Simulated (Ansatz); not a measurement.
Theory: Ansatz 0.2.0, DFT PBE, scalar-relativistic, plane waves, PAW. All cells share a 420 eV cutoff and Γ-centred k meshes spaced at most about 0.3 Å⁻¹ (2π included). No spin polarisation in the final relaxations.

Temperature and zero-point effects are left out.

Two forms of Mg3CdTe4 were relaxed alike.

A.

```yaml
crystal:
  lattice:
    - [4.62763, 0.00000, 0.00000]
    - [-2.31381, 4.00764, 0.00000]
    - [0.00000, 0.00000, 15.07170]
  atoms:
    - { symbol: Mg, position: [0.33333, 0.66667, 0.49577] }
    - { symbol: Mg, position: [0.33333, 0.66667, 0.99993] }
    - { symbol: Mg, position: [0.66667, 0.33333, 0.24813] }
    - { symbol: Cd, position: [0.66667, 0.33333, 0.74992] }
    - { symbol: Te, position: [0.33333, 0.66667, 0.18740] }
    - { symbol: Te, position: [0.33333, 0.66667, 0.68338] }
    - { symbol: Te, position: [0.66667, 0.33333, 0.43545] }
    - { symbol: Te, position: [0.66667, 0.33333, 0.94003] }
```

B.

```yaml
crystal:
  lattice:
    - [4.63180, 0.00000, 0.00000]
    - [0.00000, 4.63180, 0.00000]
    - [0.00000, 0.00000, 13.01950]
  atoms:
    - { symbol: Mg, position: [0.50000, 0.50000, 0.25217] }
    - { symbol: Mg, position: [0.00000, 0.00000, 0.50000] }
    - { symbol: Mg, position: [0.50000, 0.50000, 0.74783] }
    - { symbol: Cd, position: [0.00000, 0.00000, 0.00000] }
    - { symbol: Te, position: [0.50000, 0.00000, 0.37607] }
    - { symbol: Te, position: [0.00000, 0.50000, 0.62393] }
    - { symbol: Te, position: [0.50000, 0.00000, 0.87094] }
    - { symbol: Te, position: [0.00000, 0.50000, 0.12906] }
```

Question: Which is lower in energy, and by how much?

Answer: They are level within the accuracy (under 1 meV/atom apart). A has Mg and Cd ordered on wurtzite sites, space group P3m1 (No. 156), 34.9 Å³/atom and a gap of 1.59 eV on its mesh; B has Mg and Cd ordered on zinc blende sites, space group P-4m2 (No. 115), 34.9 Å³/atom and a gap of 1.78 eV. In A, around Mg on its first site lie 4 Te at 2.82–2.83 Å; Cd is surrounded by 4 Te at 2.85–2.87 Å; Te on its first site has 4 Mg at 2.82–2.83 Å; 5 more sites not described. In B, around Mg on a site of symmetry 2mm lie 4 Te at 2.82 Å; Cd is surrounded by 4 Te at 2.86 Å; around Te on its first site lie 4 Mg at 2.82 Å; 2 more sites not described. Both come from invented guesses.

These runs have no spin–orbit coupling, which can matter for Te. Kohn–Sham gaps at this level usually fall short of measured ones. The missing spin–orbit coupling can work the other way here. Cells relaxed within their symmetry can be saddle points.
